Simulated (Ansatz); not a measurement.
## Structure relaxation, ZnO

The start is a relaxed ZnO cell with every coordinate shifted by Gaussian noise of σ = 0.2 Å. Cell shape, volume and atoms are optimised at zero target pressure with PBE (plane waves to 420 eV, PAW, scalar-relativistic; Ansatz, a program for electronic structure). The first steps use a coarse 7×7×2 k-mesh.

Initial structure:
```
CELL_PARAMETERS angstrom
      3.26955     0.00000     0.00000
     -1.63478     2.83151     0.00000
      0.00000     0.00000    15.96304
ATOMIC_POSITIONS crystal
  Zn 0.92754 0.96903 0.00414
  Zn 0.91754 0.98376 0.48699
  Zn 0.59790 0.36477 0.83390
  Zn 0.30145 0.60086 0.34303
  Zn 0.65602 0.33220 0.17516
  Zn 0.38494 0.77668 0.68389
  O  0.05919 0.05343 0.90184
  O  0.00134 0.98948 0.38136
  O  0.55827 0.30992 0.70736
  O  0.34281 0.77816 0.22746
  O  0.73672 0.35484 0.02567
  O  0.26256 0.63141 0.51351
```

```json
{
 "initial_pressure": "+18.0 GPa (positive: the cell is compressed)",
 "Shortest distances (start → end)": "The closest pairs of elements (up to four, under 3.6 Å), start → end: O–Zn 1.59 → 2.00 Å; O–O 2.65 → 3.26 Å; Zn–Zn 2.90 → 3.26 Å",
 "optimiser_moves": "6"
}
```

Final values are on a 9×9×2 k-mesh of the relaxed cell. No spin polarisation in the result.

The first start was generated by placing the elements on the sites of a structure type. A measured structure of ZnO has the same space group, P6₃mc (No. 186); the sites were not compared with it.
